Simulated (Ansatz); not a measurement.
ScAl2 (cubic Laves (MgCu2 type), Fd-3m) under volume change, plane-wave PAW LDA (Ansatz code), scaled uniformly.

```json
[
 {"V (Å³/atom)": "15.690", "E − E(relaxed) (meV/atom)": "49.8", "P (GPa)": "11.12"},
 {"V (Å³/atom)": "16.207", "E − E(relaxed) (meV/atom)": "21.0", "P (GPa)": "6.84"},
 {"V (Å³/atom)": "16.725", "E − E(relaxed) (meV/atom)": "5.0", "P (GPa)": "3.16"},
 {"V (Å³/atom)": "17.242", "E − E(relaxed) (meV/atom)": "0.0", "P (GPa)": "0.00"},
 {"V (Å³/atom)": "17.759", "E − E(relaxed) (meV/atom)": "4.5", "P (GPa)": "-2.71"},
 {"V (Å³/atom)": "18.276", "E − E(relaxed) (meV/atom)": "17.1", "P (GPa)": "-5.03"},
 {"V (Å³/atom)": "18.794", "E − E(relaxed) (meV/atom)": "36.6", "P (GPa)": "-7.03"}
]
```

Problem. What does a third-order Birch–Murnaghan fit give for V₀, B₀ and B′?

Solution. V₀ = 17.24 Å³/atom, B₀ = 97.3 GPa, B′ = 4.1.

The workflow started from a Materials Project entry (that database holds measured and hypothetical structures alike); the Crystallography Open Database copy checked does not list it. Whether it is the stable phase at ambient conditions was not checked. Symmetry was held in the LDA relaxation; of distortions, only those at the zone centre were tested. The run is not spin-polarised.

Potentials: the later of the program's two PAW sets.
